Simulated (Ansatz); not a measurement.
Relaxation of a generated cell, Ga built in the graphite structure type; 4 atoms in the cell, which starts as P6₃/mmc (No. 194), hP4; a = 4.0023 Å, b = 4.0023 Å, c = 10.9006 Å, α = 90.00°, β = 90.00°, γ = 120.00°. Method: PBE (plane waves to 420 eV, PAW, scalar-relativistic; Ansatz, a quantum-chemistry and plane-wave program). Γ-centred k-mesh 9×9×3 on the run's cell (coarser than for final values), Fermi–Dirac smearing 0.05 eV. This is the first round of the run. 

The optimiser's lines from the output (shortened; P is positive under compression):

```
relax step   1: F+E_penalty+E_count = -15129.04408001 eV  Δ(F+E_penalty+E_count) = +0.000e0 eV  max|allowed force component| = 1.908e-17 eV/Å  Δτ_max = 0.0000 Å  P = +5.869 GPa  Ω = 151.215 Å³  (8 SCF iters, dr2 threshold 1.00e-7 eV, accepted)
relax step   2: F+E_penalty+E_count = -15129.46748043 eV  Δ(F+E_penalty+E_count) = -4.234e-1 eV  max|allowed force component| = 1.677e-17 eV/Å  Δτ_max = 0.0000 Å  P = +2.353 GPa  Ω = 160.787 Å³  (6 SCF iters, dr2 threshold 4.00e-7 eV, accepted)
relax step   3: F+E_penalty+E_count = -15129.62899641 eV  Δ(F+E_penalty+E_count) = -1.615e-1 eV  max|allowed force component| = 1.446e-17 eV/Å  Δτ_max = 0.0000 Å  P = +1.058 GPa  Ω = 165.271 Å³  (5 SCF iters, dr2 threshold 4.00e-7 eV, accepted)
relax step   4: F+E_penalty+E_count = -15129.72426266 eV  Δ(F+E_penalty+E_count) = -9.527e-2 eV  max|allowed force component| = 2.602e-17 eV/Å  Δτ_max = 0.0000 Å  P = -0.552 GPa  Ω = 165.988 Å³  (6 SCF iters, dr2 threshold 4.00e-7 eV, accepted)
relax step   5: F+E_penalty+E_count = -15129.79714747 eV  Δ(F+E_penalty+E_count) = -7.288e-2 eV  max|allowed force component| = 1.619e-17 eV/Å  Δτ_max = 0.0000 Å  P = -1.109 GPa  Ω = 159.562 Å³  (6 SCF iters, dr2 threshold 4.00e-7 eV, accepted)
relax step   6: F+E_penalty+E_count = -15129.91058215 eV  Δ(F+E_penalty+E_count) = -1.134e-1 eV  max|allowed force component| = 8.674e-18 eV/Å  Δτ_max = 0.0000 Å  P = -1.324 GPa  Ω = 150.850 Å³  (6 SCF iters, dr2 threshold 4.00e-7 eV, accepted)
relax step   7: F+E_penalty+E_count = -15130.06993782 eV  Δ(F+E_penalty+E_count) = -1.594e-1 eV  max|allowed force component| = 1.966e-17 eV/Å  Δτ_max = 0.0000 Å  P = -1.321 GPa  Ω = 140.666 Å³  (6 SCF iters, dr2 threshold 4.00e-7 eV, accepted)
relax step   8: F+E_penalty+E_count = -15130.27755216 eV  Δ(F+E_penalty+E_count) = -2.076e-1 eV  max|allowed force component| = 1.388e-17 eV/Å  Δτ_max = 0.0000 Å  P = -1.906 GPa  Ω = 132.679 Å³  (7 SCF iters, dr2 threshold 4.00e-7 eV, accepted)
relax step   9: F+E_penalty+E_count = -15130.54390218 eV  Δ(F+E_penalty+E_count) = -2.664e-1 eV  max|allowed force component| = 8.674e-18 eV/Å  Δτ_max = 0.0000 Å  P = -2.414 GPa  Ω = 124.105 Å³  (6 SCF iters, dr2 threshold 4.00e-7 eV, accepted)
relax step  10: F+E_penalty+E_count = -15130.84630329 eV  Δ(F+E_penalty+E_count) = -3.024e-1 eV  max|allowed force component| = 9.830e-18 eV/Å  Δτ_max = 0.0000 Å  P = -2.643 GPa  Ω = 115.096 Å³  (5 SCF iters, dr2 threshold 4.00e-7 eV, accepted)
relax step  11: F+E_penalty+E_count = -15131.15006033 eV  Δ(F+E_penalty+E_count) = -3.038e-1 eV  max|allowed force component| = 1.561e-17 eV/Å  Δτ_max = 0.0000 Å  P = -2.330 GPa  Ω = 105.376 Å³  (6 SCF iters, dr2 threshold 4.00e-7 eV, accepted)
relax step  12: F+E_penalty+E_count = -15131.39308338 eV  Δ(F+E_penalty+E_count) = -2.430e-1 eV  max|allowed force component| = 1.417e-17 eV/Å  Δτ_max = 0.0000 Å  P = -0.908 GPa  Ω = 95.705 Å³  (6 SCF iters, dr2 threshold 4.00e-7 eV, accepted)
relax step  13: F+E_penalty+E_count = -15131.54735339 eV  Δ(F+E_penalty+E_count) = -1.543e-1 eV  max|allowed force component| = 1.091e-17 eV/Å  Δτ_max = 0.0000 Å  P = +1.563 GPa  Ω = 87.515 Å³  (9 SCF iters, dr2 threshold 4.00e-7 eV, accepted)
relax step  14: F+E_penalty+E_count = -15131.30199472 eV  Δ(F+E_penalty+E_count) = +2.454e-1 eV  max|allowed force component| = 3.765e-18 eV/Å  Δτ_max = 0.0000 Å  P = +5.571 GPa  Ω = 82.629 Å³  (8 SCF iters, dr2 threshold 4.00e-7 eV, rejected (line search))
relax step  15: F+E_penalty+E_count = -15131.59063027 eV  Δ(F+E_penalty+E_count) = -4.328e-2 eV  max|allowed force component| = 6.505e-18 eV/Å  Δτ_max = 0.0000 Å  P = +0.070 GPa  Ω = 89.912 Å³  (11 SCF iters, accepted)
relax step  16: F+E_penalty+E_count = -15131.59172536 eV  Δ(F+E_penalty+E_count) = -1.095e-3 eV  max|allowed force component| = 6.794e-18 eV/Å  Δτ_max = 0.0000 Å  P = -0.032 GPa  Ω = 90.080 Å³  (5 SCF iters, dr2 threshold 4.00e-7 eV, accepted)
relax step  17: F+E_penalty+E_count = -15131.59173955 eV  Δ(F+E_penalty+E_count) = -1.420e-5 eV  max|allowed force component| = 1.446e-17 eV/Å  Δτ_max = 0.0000 Å  P = -0.010 GPa  Ω = 90.037 Å³  (4 SCF iters, dr2 threshold 2.89e-9 eV, accepted)
relax step  18: F+E_penalty+E_count = -15131.59785063 eV  Δ(F+E_penalty+E_count) = -6.111e-3 eV  max|allowed force component| = 9.541e-18 eV/Å  Δτ_max = 0.0000 Å  P = +0.192 GPa  Ω = 90.037 Å³  stress off target by 3.09e-1 GPa  SCF on the basis re-selected at this cell (its energy is not comparable with the rows above)  (9 SCF iters)
relax step  19: F+E_penalty+E_count = -15131.59824317 eV  Δ(F+E_penalty+E_count) = -3.925e-4 eV  max|allowed force component| = 6.505e-18 eV/Å  Δτ_max = 0.0000 Å  P = +0.042 GPa  Ω = 90.369 Å³  (4 SCF iters, dr2 threshold 2.39e-7 eV, accepted)
relax step  20: F+E_penalty+E_count = -15131.59823516 eV  Δ(F+E_penalty+E_count) = +8.006e-6 eV  max|allowed force component| = 1.315e-17 eV/Å  Δτ_max = 0.0000 Å  P = -0.000 GPa  Ω = 90.460 Å³  (4 SCF iters, dr2 threshold 5.34e-9 eV, accepted)
relax step  21: F+E_penalty+E_count = -15131.59833064 eV  Δ(F+E_penalty+E_count) = -9.548e-5 eV  max|allowed force component| = 6.794e-18 eV/Å  Δτ_max = 0.0000 Å  P = -0.001 GPa  Ω = 90.460 Å³  stress off target by 2.55e-3 GPa  SCF on the basis re-selected at this cell (its energy is not comparable with the rows above)  (7 SCF iters)
```

From the first to the last row the energy changes by -0.64 eV/atom and the volume by -40.2 %. The last row is marked as not comparable with the walk above it, whose basis was carried along; it does compare with step 1, since both stand on a basis selected at the nominal cutoff for their own cell.

Step 14 was rejected by the optimiser.

Later rounds, restarted from the end of this one on a renewed k-mesh, logged 13 more steps. The final structure after all rounds: P6₃/mmc (No. 194), hP4; a = 4.444 Å, b = 4.444 Å, c = 5.306 Å, α = 90.00°, β = 90.00°, γ = 120.00°. Between re-selections the logged energies stand on a plane-wave basis carried along with the cell. No spin polarisation in the result.

The run could not lose the symmetry of its start: the end is stationary, and may be a saddle point rather than a minimum.

All atoms sit on sites fixed by symmetry, so only the cell could relax.

The relaxed structure here is a generated cell of Ga: the first start was made by placing the elements on the sites of a structure type, and the end was not matched to a known phase here, so it may be hypothetical. Known forms of Ga include space group No. 64.
